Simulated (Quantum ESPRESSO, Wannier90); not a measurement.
**TePb (rock salt): Wannier90 run**

```
begin unit_cell_cart
ang
    0.0000000000    3.2708950000    3.2708950000
    3.2708950000    0.0000000000    3.2708950000
    3.2708950000    3.2708950000    0.0000000000
end unit_cell_cart
begin atoms_frac
Te   0.0000000000  0.0000000000  0.0000000000
Pb   0.5000000000  0.5000000000  0.5000000000
end atoms_frac
```

Materials Project entry mp-19717; symmetrised, unrelaxed at this level. COD (Crystallography Open Database) has an entry of this formula and space group (matched by these alone). Method: PBEsol plane waves in Quantum ESPRESSO 7.5 (PseudoDojo norm-conserving files, 66 Ry, no spin polarisation, no spin-orbit coupling), Bloch states on a 8×8×8 mesh through Γ, Wannier90 4.0.1. Density: 8×8×8 mesh, cold smearing 0.01 Ry. Spin-orbit coupling is left out although heavy elements are present.

Band 11 is isolated and gives one Wannier function a cell (Te1 5s 75 %, Pb2 6p 13 %, Pb2 6s 10 %; spread 2.66 Å²). Its on-site energy is ε = -10.539 eV relative to the valence-band maximum, and its hoppings t(R) = t(−R) to the nearer images are (images within this range that aren't listed have |t| under 5 meV):

| R (lattice vectors; −R alike) | distance (Å) | t (eV) |
|---|---|---|
| 0 0 1 | 4.63 | -0.116 |
| 0 1 -1 | 4.63 | -0.116 |
| 0 1 0 | 4.63 | -0.116 |
| 1 -1 0 | 4.63 | -0.116 |
| 1 0 -1 | 4.63 | -0.116 |
| 1 0 0 | 4.63 | -0.116 |
| 1 -1 -1 | 6.54 | -0.011 |
| 1 -1 1 | 6.54 | -0.011 |
| 1 1 -1 | 6.54 | -0.011 |
| 0 1 -2 | 8.01 | 0.011 |
| 0 1 1 | 8.01 | 0.011 |
| 0 2 -1 | 8.01 | 0.011 |
| 1 -2 0 | 8.01 | 0.011 |
| 1 -2 1 | 8.01 | 0.011 |
| 1 0 -2 | 8.01 | 0.011 |
| 1 0 1 | 8.01 | 0.011 |
| 1 1 -2 | 8.01 | 0.011 |
| 1 1 0 | 8.01 | 0.011 |
| 2 -1 -1 | 8.01 | 0.011 |
| 2 -1 0 | 8.01 | 0.011 |
| 2 0 -1 | 8.01 | 0.011 |

Work out the band energy at Γ, X, U, K from these numbers.

For one orbital E(k) = ε + Σ_R 2 t(R) cos(2π k·R), the sum over the listed R.
- Γ, k = (0.000, 0.000, 0.000): E = -10.539 + (-0.116)·(12.00) + (-0.011)·(6.00) + (0.011)·(24.00) = -11.73 eV; pw.x: -11.73 eV
- X, k = (0.500, 0.000, 0.500): E = -10.539 + (-0.116)·(-4.00) + (-0.011)·(6.00) + (0.011)·(-8.00) = -10.23 eV; pw.x: -10.18 eV
- U, k = (0.625, 0.250, 0.625): E = -10.539 + (-0.116)·(-3.66) + (-0.011)·(2.00) + (0.011)·(4.00) = -10.09 eV; pw.x: -10.09 eV
- K, k = (0.375, 0.375, 0.750): E = -10.539 + (-0.116)·(-3.66) + (-0.011)·(2.00) + (0.011)·(4.00) = -10.09 eV; pw.x: -10.09 eV

At these points the listed shells miss the plane-wave band by up to 0.05 eV, of a width of 1.70 eV on the path. With all its hoppings the model misses the band by 1.8 meV at worst on the whole path, so most of the miss comes from the hoppings not listed.
